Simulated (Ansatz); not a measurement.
## Every step of a relaxation of bcc Mo (110), 5 layers

DFT, LDA, PAW with Ansatz's default frozen-core files, scalar-relativistic (Ansatz 0.2.0); a Γ-centred 13×13×1 k mesh, Fermi–Dirac smearing of 0.05 eV, no spin polarisation. The run relaxes the atoms in the fixed cell.

Command: `ansatz run input.yaml --threads 2 --pin off --max-ram 4096MiB --backend cpu --events-out ev --progress --plain --runs-dir out` It took 120 s on 2 threads of Arm Neoverse V1, on a shared host, peak memory 0.54 GiB.

```yaml
crystal:
  lattice:
    - [2.6943125793, 0.0, 0.0]
    - [-0.8981041931, 2.5402222606, 0.0]
    - [0.0, 0.0, 24.7996]
  atoms:
    - { symbol: Mo, position: [0.0, 0.0, 0.3225860896] }
    - { symbol: Mo, position: [0.5, 0.5, 0.4112930445] }
    - { symbol: Mo, position: [0.0, 0.0, 0.5] }
    - { symbol: Mo, position: [0.5, 0.5, 0.5887069555] }
    - { symbol: Mo, position: [0.0, 0.0, 0.6774139104] }
kpoints:
  mp_grid: { grid: [13, 13, 1] }
scf:
  occupations: { method: fermi_dirac, width: 0.05 }
hamiltonian:
  xc: lda
  pseudopotentials: { kind: paw }
output:
  forces: true
  stress: true
  eigenvalues: true
  write_density: true
  write_potential: true
  elf: true
  volumetric_format: npy
relax:
  f_tol: 0.01
  max_steps: 40
efield:
  axis: 3
  amplitude: 0
  dipole_correction: true
```

Each step lists its free energy a cell above the last geometry, and Cartesian positions (Å) with forces (eV/Å).

The first step:

```
step 1  dF = 72.13 meV
  Mo 0.0000 0.0000 8.0000   0.0000 0.0000 0.6598
  Mo 0.8981 1.2701 10.1999   0.0000 0.0000 -0.6518
  Mo 0.0000 0.0000 12.3998   0.0000 0.0000 0.0000
  Mo 0.8981 1.2701 14.5997   0.0000 0.0000 0.6518
  Mo 0.0000 0.0000 16.7996   0.0000 0.0000 -0.6598
```

The PAW files were made under PBE.

Q: Where does the relaxation end, and by which steps?

A: After 4 geometries, with a shortest distance of 2.612 Å. The further steps:
```
step 2  dF = 70.39 meV
  Mo 0.0000 0.0000 8.1878   0.0000 0.0000 -0.8074
  Mo 0.8981 1.2701 10.1968   0.0000 0.0000 0.6413
  Mo 0.0000 0.0000 12.3998   0.0000 0.0000 0.0000
  Mo 0.8981 1.2701 14.6028   0.0000 0.0000 -0.6412
  Mo 0.0000 0.0000 16.6118   0.0000 0.0000 0.8073
step 3  dF = 1.55 meV
  Mo 0.0000 0.0000 8.0936   0.0000 0.0000 -0.0828
  Mo 0.8981 1.2701 10.1797   0.0000 0.0000 0.1492
  Mo 0.0000 0.0000 12.3998   0.0000 0.0000 0.0000
  Mo 0.8981 1.2701 14.6199   0.0000 0.0000 -0.1492
  Mo 0.0000 0.0000 16.7060   0.0000 0.0000 0.0828
step 4  dF = 0.00 meV
  Mo 0.0000 0.0000 8.0907   0.0000 0.0000 0.0018
  Mo 0.8981 1.2701 10.1884   0.0000 0.0000 0.0041
  Mo 0.0000 0.0000 12.3998   0.0000 0.0000 0.0000
  Mo 0.8981 1.2701 14.6112   0.0000 0.0000 -0.0041
  Mo 0.0000 0.0000 16.7089   0.0000 0.0000 -0.0018
step 5  dF = 0.00 meV  (same geometry, solved once more)
  Mo 0.0000 0.0000 8.0907   0.0000 0.0000 0.0019
  Mo 0.8981 1.2701 10.1884   0.0000 0.0000 0.0037
  Mo 0.0000 0.0000 12.3998   0.0000 0.0000 0.0000
  Mo 0.8981 1.2701 14.6112   0.0000 0.0000 -0.0037
  Mo 0.0000 0.0000 16.7089   0.0000 0.0000 -0.0019
```
